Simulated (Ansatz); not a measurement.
According to plane-wave PAW PBE (Ansatz code), TaSi2 in the hexagonal phase (P6_222; Ta on 3d, Si on 6j) relaxes to a = 4.807 Å, c = 6.595 Å. Its formation energy from the elements is -0.48 eV/atom, with no fitted shifts.

Electronic character: metallic (no gap).

Symmetry was held in the PBE relaxation. The run is not spin-polarised. The references are the lowest solids computed at this level, not always the standard phases. Spin–orbit coupling is left out wherever it is not named.

Potentials: the later of the program's two PAW sets.
